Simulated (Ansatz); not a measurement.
TePt:
```yaml
crystal:
  lattice:
    - [4.22235, 0.00000, 0.00000]
    - [-2.11118, 3.65666, 0.00000]
    - [0.00000, 0.00000, 5.54104]
  atoms:
    - { symbol: Te, position: [0.66667, 0.33333, 0.75000] }
    - { symbol: Te, position: [0.33333, 0.66667, 0.25000] }
    - { symbol: Pt, position: [0.00000, 0.00000, 0.50000] }
    - { symbol: Pt, position: [0.00000, 0.00000, 0.00000] }
```

Relaxed with PBEsol. Special points in fractions of this cell's reciprocal vectors: Γ (0.000, 0.000, 0.000); M (0.500, 0.000, 0.000); K (0.333, 0.333, 0.000); A (0.000, 0.000, 0.500); L (0.500, 0.000, 0.500); H (0.333, 0.333, 0.500).

Problem. List the band energies nearest the Fermi level at these points for PBEsol with spin–orbit coupling in the plane-wave PAW code Ansatz.

Solution. In eV from the Fermi level; about four levels below and three above (degenerate sets whole), none deeper than 8.9 eV; points with the same levels are listed once.

| k | below | above |
|---|---|---|
| Γ | -1.68 -1.68 -1.27 -1.27 | 0.30 0.30 0.63 0.63 |
| M | -1.83 -1.83 -1.37 -1.37 | 1.37 1.37 2.45 2.45 |
| K | -0.55 -0.55 -0.32 -0.32 | 2.68 2.68 4.47 4.47 |
| A | -2.55 -2.55 -2.55 -2.55 | 0.80 0.80 0.80 0.80 |
| L | -0.45 -0.45 -0.45 -0.45 | 0.42 0.42 0.42 0.42 |
| H | -2.01 -2.01 -1.73 -1.73 | 2.34 2.34 2.46 2.46 |

Space group P6_3/mmc (NiAs type). The workflow started from a Materials Project entry (that database holds measured and hypothetical structures alike); the Crystallography Open Database files this formula in space group No. 194, but the cells were not matched. Whether it is the stable phase at ambient conditions was not checked. Symmetry was held in the PBEsol relaxation; its stability against distortions is not shown here. No spin polarisation was allowed.

Potentials: the later of the program's two PAW sets.
